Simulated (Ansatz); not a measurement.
# Ca: strain energy, fitted

Ca, P6_3/mmc, a = 3.852 Å, c = 6.341 Å. This isn't the element's structure at ambient conditions. Ansatz: PBEsol, PAW, 420 eV, Γ-centred 12×12×8 mesh on 2 atoms, Gaussian smearing 0.10 eV; no spin polarisation. Series: biaxial strain in the a-b plane, c and atoms relaxed; x is the strain in per cent. y is the free energy over the unstrained cell, V0 = 40.749 Å³/atom.

```
x (%) y (meV/atom)
 -4.5         25.14
 -3.0             ?
 -1.5          2.62
  0.0          0.00
  1.5          2.41
  3.0          9.26
  4.5         19.78
```

Question: Fit y = c2 x² + c3 x³ to the other rows, turn c2 into a modulus, and predict the missing energy.

Answer: Least squares on the rows shown. y = 1.1099 x² − 0.029312 x³. In eV per unit strain² c2 is 11.10; M is the biaxial modulus (E = M V0 ε²): 11.10 × 160.2 / (40.749) = 44 GPa. At x = -3.0 the fit asked for gives 10.78 meV/atom. The run gave 10.80 meV/atom, so the fit is 0.02 meV/atom too low, within the rms miss on the fitted rows (0.03 meV/atom).